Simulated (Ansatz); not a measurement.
**HgTe: from a starting cell to a relaxed one**

The start is a relaxed HgTe cell displaced along its unstable phonon at q = (½, 0, 0) of its primitive reciprocal cell (28i cm⁻¹), largest move 0.15 Å. The structure is fully relaxed (lattice and positions, P = 0) with PBE (plane waves to 420 eV, PAW, scalar-relativistic; Ansatz, a first-principles code). The first steps use a coarse 9×9×5 k-mesh.

Initial structure:
```
HgTe
1.0
    8.54452     0.00000     0.00000
   -2.13613     3.69988     0.00000
    0.00000     0.00000     7.44980
Hg Te
4 4
Direct
  0.00000   0.00000   0.00000
  0.50000   0.00000   0.00000
  0.00000   0.00000   0.50000
  0.50000   0.00000   0.50000
  0.16667   0.66667   0.22987
  0.66667   0.66667   0.27013
  0.33333   0.33333   0.72987
  0.83333   0.33333   0.77013
```

Q: What is the largest force in the starting geometry, and on which atom (counted from 1)?

A: 0.11 eV/Å, on Te5, Te6, Te7, Te8 (atoms numbered as listed).

Q: By how much does the energy per atom fall from start to end?

A: 0.05 eV/atom.

Final values are on a 7×6×11 k-mesh of the relaxed cell. No spin polarisation in the result.

The run could not lose the symmetry of its start: the end is stationary, and may be a saddle point rather than a minimum.

The relaxed structure here is a generated cell of HgTe: the first start was made by placing the elements on the sites of a structure type, and the end was not matched to a known phase here, so it may be hypothetical. Known forms of HgTe include space group No. 216.
